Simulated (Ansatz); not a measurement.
Two states of VMoO₄

```
Mo V O
1.0
     4.70554    0.00000    0.00000
     0.71942    5.80065    0.00000
    -0.20380   -0.11566    4.88132
Mo V O
2 2 8
Direct
  0.02109 0.17346 0.25401
  0.97891 0.82654 0.74599
  0.49560 0.65960 0.24560
  0.50440 0.34040 0.75440
  0.25100 0.35430 0.42600
  0.74900 0.64570 0.57400
  0.21700 0.88250 0.43000
  0.78300 0.11750 0.57000
  0.73400 0.38030 0.09600
  0.26600 0.61970 0.90400
  0.78300 0.90750 0.05300
  0.21700 0.09250 0.94700
```

The numbers come from plane-wave PAW DFT (Ansatz): PBE, with U = 1.52 eV and J = 0.89 eV on Mo d, U = 5.09 eV and J = 0.86 eV on V d (all-electron-ortho-atomic projectors), 420 eV, 4×3×4 (shifted by 0, 0.5, 0.5 steps) k points, fermi-dirac occupations (width 0.1 eV). Nothing was relaxed.

State A: V3 down, V4 down (collinear spin). State B: V3 up, V4 down (collinear spin).

**Question.** Which state is lower, and how do they differ?

**Answer.** State B is lower by 4.2 meV an atom at zero smearing.

| state | free energy (meV/atom) | largest moment in a small sphere (μB) | net moment (μB/cell) | gap on mesh (eV) | pressure (GPa) | largest force (eV/Å) |
| --- | --- | --- | --- | --- | --- | --- |
| A | 3.8 | 1.98 | 5.99 | 0.52 | 13.5 | 1.93 |
| B | 0.0 | 1.98 | 0.00 | 0.85 | 13.2 | 2.17 |

Origin: a known structure type with other elements, at an estimated volume, so it need not be a known compound. Caveats: an odd or shifted mesh can miss the band edges, so this level's true gap may be smaller; atoms or cell far from equilibrium.
